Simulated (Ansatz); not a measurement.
WC, first-principles data

WC:
```
WC
1.0
    0.00000     2.33039     2.33039
    2.33039     0.00000     2.33039
    2.33039     2.33039     0.00000
W C
1 1
Direct
  0.00000   0.00000   0.00000
  0.25000   0.25000   0.25000
```

Space group F-43m (No. 216), zinc blende; conventional cell a = b = c = 4.6608 Å, α = β = γ = 90.00°.

Method: plane-wave PAW PBEsol (Ansatz code). Geometry: relaxed at this level of theory. Other levels are named where they apply.

Cell and energy:

```yaml
volume_per_atom: 12.66 Å³
density: 12.85 g/cm³
Formation energy from the elements (no fitted shifts): 534 meV/atom
```

Electronic structure:

```yaml
electronic_character: metallic (no gap)
Density of states at the Fermi level: 0.52 states/eV per atom (mean over ±0.08 eV)
Gap with spin–orbit coupling: none (metallic)
```

Mechanics:

```yaml
Bulk modulus (Birch–Murnaghan fit): 2790 kbar
Pressure derivative B′: 4.1
Elastic constants (relaxed ions, GPa): C11 = 342, C12 = 248, C44 = 17.7
mechanical_stability: stable (all eigenvalues of C positive)
hill_bulk_and_shear_moduli: 279 and 26.5 GPa
Young's modulus: 77.1 GPa
Poisson's ratio: 0.45
debye_temperature_from_the_elastic_constants: 209 K
```

Phonons:

```yaml
highest_zone_centre_frequency: 18.53 THz
zone_centre_stability: no imaginary mode at Γ
```

The start of the workflow was typed in or built on a structure type; neither database checked (COD, Materials Project) lists it. It is not the phase usual at ambient conditions (space group No. 187). Symmetry was held in the PBEsol relaxation. The run is not spin-polarised. Its formation energy is positive at this level, so the cell may be metastable or incomplete. As this level gives no gap, shear constants depend on the k-mesh and smearing (Fermi–Dirac, 0.1 eV here). As this level gives no gap, phonon frequencies hold no LO–TO term and depend on the k-mesh and smearing (Fermi–Dirac, 0.1 eV here). The references are the lowest solids computed at this level, not always the standard phases. Spin–orbit coupling is left out wherever it is not named.

Potentials: the earlier of the program's two PAW sets. The files were generated under PBE; for other functionals the program regenerates the frozen cores, and for LDA and PBEsol the local potential too.
